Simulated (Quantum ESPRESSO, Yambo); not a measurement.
CaHI: DFT and GW levels

```cif
data_H2Ca2I2
_chemical_formula_sum 'H2 Ca2 I2'
_space_group_name_H-M_alt 'P4/nmm :1'
_space_group_IT_number 129
_space_group_name_Hall 'P 4ab 2ab -1ab'
_cell_length_a 3.97972
_cell_length_b 3.97972
_cell_length_c 8.59086
_cell_angle_alpha 90.000
_cell_angle_beta 90.000
_cell_angle_gamma 90.000
loop_
_space_group_symop_operation_xyz
  'x, y, z'
  '-y+1/2, x+1/2, z'
  '-x, -y, z'
  'y+1/2, -x+1/2, z'
  'x+1/2, -y+1/2, -z'
  '-y, -x, -z'
  '-x+1/2, y+1/2, -z'
  'y, x, -z'
  '-x+1/2, -y+1/2, -z'
  'y, -x, -z'
  'x+1/2, y+1/2, -z'
  '-y, x, -z'
  '-x, y, z'
  'y+1/2, x+1/2, z'
  'x, -y, z'
  '-y+1/2, -x+1/2, z'
loop_
_atom_site_label
_atom_site_type_symbol
_atom_site_symmetry_multiplicity
_atom_site_Wyckoff_symbol
_atom_site_fract_x
_atom_site_fract_y
_atom_site_fract_z
_atom_site_occupancy
H1 H 2 a 0.00000 0.00000 0.00000 1
Ca1 Ca 2 c 0.00000 0.50000 0.13827 1
I1 I 2 c 0.50000 0.00000 0.32026 1
```

Cell and atoms were relaxed with PBE+D3(BJ) from Materials Project entry mp-24204, within its symmetry.

Starting point: PBEsol (Quantum ESPRESSO, PseudoDojo norm-conserving, 72 Ry, with spin-orbit coupling). G0W0 in Yambo: 4×4×1 Γ-centred k mesh, 310 bands and a 6 Ry block in the screening, 310 bands in G with the Bruneval-Gonze terminator, plasmon pole fitted at 27.2 eV.

| Property | Value |
|---|---|
| PBEsol gap along the band path | 2.73 eV |
| PBEsol gap between the mesh's edge points (Γ → M) | 3.13 eV |
| G0W0 gap between the same points | 4.71 eV |
| PBEsol smallest direct gap on the mesh (at Γ) | 3.50 eV |
| G0W0 direct gap at that point | 5.53 eV |
| estimate of the fundamental G0W0 gap (path gap plus the correction; the mesh misses a band edge) | 4.30 eV |

```csv
k point,band,E PBEsol (eV),E QP (eV),shift (eV),Z
Γ,VB−2,-0.38,-1.34,-0.96,0.81
Γ,VB−1,0.00,-0.90,-0.90,0.81
Γ,VB,0.00,-0.90,-0.90,0.81
Γ,CB,3.50,4.63,1.13,0.82
Γ,CB+1,3.50,4.63,1.13,0.82
X,VB,-0.13,-1.02,-0.89,0.81
X,CB,3.80,4.93,1.13,0.82
M,VB,-1.33,-2.27,-0.94,0.80
M,CB,3.13,3.81,0.68,0.82
```

Energies count from the PBEsol valence-band maximum.

Nearest settings tried, and what they do to the gap: 200 bands in G: +3 meV; 200 bands in W, 200 bands in G: +14 meV; 5 Ry block (183 vectors against 229): -43 meV; 2×2×1 mesh: -68 meV. So the settings aren't converged at that level. The k mesh is coarse.
